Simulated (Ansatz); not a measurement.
Method: PBE, no spin polarisation; PAW, plane waves to 420 eV, 6×6×6 Γ-centred mesh, fermi-dirac occupations (width 0.0897 eV) (Ansatz 0.2.0), atoms fixed.

Computed maps in the lattice plane spanned by a (left to right, 5.99 Å, 18 points from zero) and b (bottom to top, 5.99 Å, 18 points from zero), 89° apart, at height 0.507 along c. The fields are smooth PAW ones with compensation charges, not the true ones near nuclei.

Valence density. Digits on a logarithmic scale: 0 up to 0.03 e/Å³, each further digit a factor of 1.6, 9 from 1.3 e/Å³ up:
```
000025789999753100
000024679998642100
110013467776542111
332212356665432223
554322346666543445
776533357998654567
998643479999865689
999754479999966799
999754479999966799
999754469999766799
987643346777545678
776432234444333467
554322234443322345
322112345554321122
000013467776532000
000024679998642000
000025789999753100
000035799999753100
```

Problem. The cell is CsMoI$_{3}$. Which atoms lie within 0.2 Å of this plane, and where (fractions of a and b)?

Solution. I at (0.51, 1.00), I at (1.00, 0.51), Mo at (0.54, 0.54). The whole cell:
```
I Cs Mo
1.0
     4.18285    2.41497    3.53977
    -4.18285    2.41497    3.53977
     0.00000   -4.82994    3.53977
I Cs Mo
3 1 1
Direct
  0.50693 0.99874 0.50693
  0.50693 0.50693 0.99874
  0.99874 0.50693 0.50693
  0.01000 0.01000 0.01000
  0.53943 0.53943 0.53943
```

Origin: a known structure type with other elements, at an estimated volume, so it need not be a known compound. Caveats: many states at the Fermi level without spin polarisation, so a magnetic state may lie lower.
